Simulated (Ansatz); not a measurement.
## Magnetic orders of MoS

Theory: DFT PBE+U, scalar-relativistic, plane waves, PAW in Ansatz 0.2.0.

```xyz
2
Lattice="0.0000 2.7373 2.7373 2.7373 0.0000 2.7373 2.7373 2.7373 0.0000" Properties=species:S:1:pos:R:3 pbc="T T T"
Mo    0.0000    0.0000    0.0000
S     2.7373    2.7373    2.7373
```

```json
{
 "plane-wave cutoff": "420 eV",
 "Γ-centred k-mesh": "14×14×14",
 "occupation rule": "Gaussian smearing, 0.1 eV",
 "U_eff on Löwdin-orthogonalised atomic d orbitals": "Mo 4.38 eV",
 "list of starting moments (μB, in atom order)": "2 0",
 "check for lower electronic states after the SCF": "on"
}
```

All runs keep this geometry, which isn't relaxed for the lowest state (largest force there 0.000 eV/Å, pressure -2.1 GPa) and needn't be a stable compound; relaxing each order would shift the differences by some 100 meV/atom, going by the pressures and a bulk modulus of about 150 GPa. A propagation vector, in units of the reciprocal vectors, doubles the cell, which takes an equally dense mesh. The large starts are 3.5 0 μB. The small starts are 0.5 0 μB. Site moments are spin moments in atom-centred spheres that scale with the neighbour distance. The states are those that the runs reached from these starts; a lower one can exist.

Starts tried: no spin; ferromagnetic; large parallel starting moments; antiferromagnetic, doubled cell, propagation vector (0, 0, 1/2); antiferromagnetic, doubled cell, propagation vector (0, 1/2, 1/2); small parallel starting moments. Which state comes out lowest, and what are the moments?

The lowest state is antiferromagnetic, reached from the start “antiferromagnetic, doubled cell, propagation vector (0, 1/2, 1/2)”, with site moments (μB) Mo +3.14, Mo -3.14.

```
                                                            start ends energy above lowest (meV/atom) site moments (μB) gap on mesh (eV) P (GPa)
                                                          no spin non-magnetic                            1553      none over 0.05             metal    -18.5
                                                    ferromagnetic ferromagnetic                            52.7   Mo +3.20, S -0.12             metal      0.0
                                  large parallel starting moments ferromagnetic                            52.7   Mo +3.20, S -0.12             metal      0.0
  antiferromagnetic, doubled cell, propagation vector (0, 0, 1/2) antiferromagnetic                             221  Mo +3.01, Mo -3.01             metal     -3.1
antiferromagnetic, doubled cell, propagation vector (0, 1/2, 1/2) antiferromagnetic                            0.00  Mo +3.14, Mo -3.14             metal     -2.1
                                  small parallel starting moments ferromagnetic                            52.7   Mo +3.20, S -0.12             metal      0.0
```

Cost: 6 runs of about 3 core-minutes in all, on Intel Xeon Platinum 8375C (Ice Lake) (shared hosts).